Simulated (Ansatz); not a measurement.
## Relaxing a structure of MgF$_{2}$

The start is a relaxed MgF2 cell with every coordinate shifted by Gaussian noise of σ = 0.3 Å. Cell shape, volume and atoms are optimised at zero target pressure with PBEsol (plane waves to 420 eV, PAW, scalar-relativistic; Ansatz, a quantum-chemistry and plane-wave program). The first steps use a coarse 5×5×8 k-mesh.

The start:
```
CELL_PARAMETERS angstrom
      4.63885     0.00000     0.00000
      0.00000     4.63885     0.00000
      0.00000     0.00000     3.06236
ATOMIC_POSITIONS crystal
  Mg 0.50025 0.46383 0.60882
  Mg 0.03033 0.00947 0.92874
  F  0.70126 0.21334 0.47514
  F  0.20991 0.84807 0.59153
  F  0.29321 0.35839 0.00066
  F  0.73172 0.73269 0.21023
```

```yaml
initial_pressure: "+29.0 GPa (positive: the cell is compressed)"
relative_to_the_parent: It relaxes back to the parent, P4₂/mnm (No. 136)
band_gap_at_the_end: 6.89 eV, direct at Γ (no spin-orbit coupling)
optimiser_moves: 6
```

The end point of the relaxation:

Space group P4₂/mnm (No. 136); a = 4.6385 Å, b = 4.6385 Å, c = 3.0627 Å, α = 90.00°, β = 90.00°, γ = 90.00°

```tsv
atom	site	symmetry	x	y	z
Mg	2a	m.mm	0.0000	0.0000	0.0000
F	4f	m.2m	0.3034	0.3034	0.0000
```

Final values are on a 7×7×11 k-mesh of the relaxed cell. No spin polarisation in the result.
